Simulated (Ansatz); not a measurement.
Space group P-62m (No. 189). a = 6.590 Å, b = 6.590 Å, c = 3.926 Å, α = 90.00°, β = 90.00°, γ = 120.00°
| atom | site | symmetry | x | y | z |
| --- | --- | --- | --- | --- | --- |
| Zr | 3g | m2m | 0.4182 | 0.4182 | 0.5000 |
| As | 1b | -62m | 0.0000 | 0.0000 | 0.5000 |
| As | 2c | -6.. | 0.6667 | 0.3333 | 0.0000 |
| Ru | 3f | m2m | 0.0000 | 0.2441 | 0.0000 |

Equation of state of this ZrAsRu structure (not necessarily the ground state), with shape and atoms relaxed at each volume where symmetry leaves them free. It has no gap at any of these volumes. Level of theory: DFT r2SCAN, scalar-relativistic, plane waves, PAW (Ansatz 0.2.0).

Settings: cutoff 500 eV, Γ-centred mesh 6×6×10 on the computed 9-atom cell, Gaussian smearing of 0.10 eV; no spin polarisation.

```
V (Å³/atom) E − E(largest V) (meV/atom) P (GPa)
     15.422                         8.09    14.27
     15.914                       -23.49     6.54
     16.406                       -33.22     0.00
     16.899                       -24.43    -5.53
     17.391                         0.00   -10.21
```

Question: Fit a third-order Birch–Murnaghan equation to E(V).

Answer: V0 = 16.41 Å³/atom, B0 = 200 GPa, B0' = 4.6.

Cost: 5 runs of about 38 core-minutes in all, on Arm Neoverse V1 (shared hosts).